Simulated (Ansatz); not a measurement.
BiCl3:
```xyz
16
Lattice="7.6008 0.0000 0.0000 0.0000 8.8720 0.0000 0.0000 0.0000 6.3143" Properties=species:S:1:pos:R:3 pbc="T T T"
Bi     4.2915     6.6540     3.2379
Bi     3.3093     2.2180     3.0765
Bi     7.1097     2.2180     0.0807
Bi     0.4911     6.6540     6.2336
Cl     2.4739     8.3201     4.0559
Cl     5.1268     0.5519     2.2584
Cl     1.3265     0.5519     0.8988
Cl     6.2743     8.3201     5.4156
Cl     6.2743     4.9879     5.4156
Cl     1.3265     3.8841     0.8988
Cl     5.1268     3.8841     2.2584
Cl     2.4739     4.9879     4.0559
Cl     0.3717     2.2180     4.0377
Cl     7.2290     6.6540     2.2767
Cl     3.4286     6.6540     0.8805
Cl     4.1721     2.2180     5.4338
```

This is the r²SCAN+D4-relaxed structure. Tensor components refer to the Cartesian frame of this cell.

**Question.** All from DFT-r²SCAN+D4 in the program Ansatz with PAW potentials, unless another level is named. Estimate the formation energy from the elements (no fitted shifts).

**Answer.** -1.07 eV/atom.

**Question.** Predict the weight of the valence-edge state by species (Voronoi cells).

**Answer.** Cl 92 %, Bi 8 %.

**Question.** Give the valence-band maximum.

**Answer.** off the standard path, at k = (0.250, 0.396, 0.000).

**Question.** And the weight of the conduction-edge state by species (Voronoi cells)?

**Answer.** Bi 54 %, Cl 46 %.

**Question.** Predict the conduction-band minimum.

**Answer.** off the standard path, at k = (0.000, 0.411, 0.260).

Space group Pnma. The first step of the workflow began from a Materials Project structure, measured or hypothetical; the Crystallography Open Database copy checked does not list it. COD files the formula under space group No. 33, so this cell is another polymorph or a model. Its standing as an ambient phase is unchecked. Symmetry was held in the r²SCAN+D4 relaxation; its stability against distortions is not shown here. The references are the lowest solids computed at this level, not always the standard phases (solids in place of the gases). Spin–orbit coupling is left out wherever it is not named.

Potentials: the later of the program's two PAW sets.
